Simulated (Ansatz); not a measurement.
TaSi:
```yaml
crystal:
  lattice:
    - [-1.70652, 1.70652, 5.87548]
    - [1.70652, -1.70652, 5.87548]
    - [1.70652, 1.70652, -5.87548]
  atoms:
    - { symbol: Ta, position: [0.00058, 0.00058, 0.00000] }
    - { symbol: Ta, position: [0.75058, 0.25058, 0.50000] }
    - { symbol: Si, position: [0.41542, 0.41542, 0.00000] }
    - { symbol: Si, position: [0.16542, 0.66542, 0.50000] }
```

Relaxed with PBE. Special points in fractions of this cell's reciprocal vectors: Γ (0.000, 0.000, 0.000); X (0.000, 0.000, 0.500); P (0.250, 0.250, 0.250); N (0.000, 0.500, 0.000); M (0.500, 0.500, -0.500); S (0.271, 0.729, -0.271); S0 (-0.271, 0.271, 0.271); R (-0.042, 0.042, 0.500); G (0.500, 0.500, -0.042).

List the band energies nearest the Fermi level at these points for DFT-PBE in the program Ansatz with PAW potentials.

In eV from the Fermi level; about four levels below and three above (degenerate sets whole), none deeper than 8.9 eV; points with the same levels are listed once.

```csv
k,below,above
Γ,-1.47 -0.85 -0.50 -0.50,0.23 0.23 1.86
X,-1.24 -1.24 -0.13 -0.13,3.98 3.98 4.12 4.12
P,-1.34 -1.34 -0.08 -0.08,3.98 3.98 4.12 4.12
N,-1.41 -0.85 -0.68 -0.62,0.96 1.55 2.26
M,-1.86 -1.86 -1.14 -1.14,1.71 1.71 2.24 2.24
S,-1.39 -1.10 -0.68 -0.55,0.71 1.71 2.55
R,-1.22 -1.22 -0.16 -0.16,3.77 3.77 4.13 4.13
```

Space group I4_1md. A made-up cell: these elements were put on the sites of a structure type; neither database checked (COD, Materials Project) lists it. Whether it is the stable phase at ambient conditions was not checked. The PBE relaxation kept the symmetry of its start; its stability against distortions is not shown here. No spin polarisation was allowed. Scalar-relativistic: spin–orbit coupling is off unless named, which matters more the heavier the elements.

Potentials: the later of the program's two PAW sets.
